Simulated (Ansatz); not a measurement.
Data:

Cs$_{2}$AgBiBr$_{6}$:
```yaml
crystal:
  lattice:
    - [0.00000, 5.59361, 5.59361]
    - [5.59361, 0.00000, 5.59361]
    - [5.59361, 5.59361, 0.00000]
  atoms:
    - { symbol: Bi, position: [0.00000, 0.00000, 0.00000] }
    - { symbol: Ag, position: [0.50000, 0.50000, 0.50000] }
    - { symbol: Cs, position: [0.25000, 0.25000, 0.25000] }
    - { symbol: Cs, position: [0.75000, 0.75000, 0.75000] }
    - { symbol: Br, position: [0.25395, 0.74605, 0.25395] }
    - { symbol: Br, position: [0.25395, 0.74605, 0.74605] }
    - { symbol: Br, position: [0.74605, 0.25395, 0.74605] }
    - { symbol: Br, position: [0.74605, 0.25395, 0.25395] }
    - { symbol: Br, position: [0.25395, 0.25395, 0.74605] }
    - { symbol: Br, position: [0.74605, 0.74605, 0.25395] }
```

This is the PBEsol-relaxed structure.

Q: All from the program Ansatz at the PBEsol level (PAW), unless another level is named. Give the Born charges (a third of the trace).

A: Bi +4.85, Ag +1.80, Cs +1.36, Br -1.56 e.

Q: Give the electronic dielectric constant ε∞ (DFPT).

A: 5.49.

Space group Fm-3m. The cell was relaxed with PBEsol under the symmetry of its start; phonons show weakly imaginary modes. No spin polarisation was allowed. Scalar-relativistic: spin–orbit coupling is off unless named, which matters more the heavier the elements.

Potentials: the later of the program's two PAW sets.
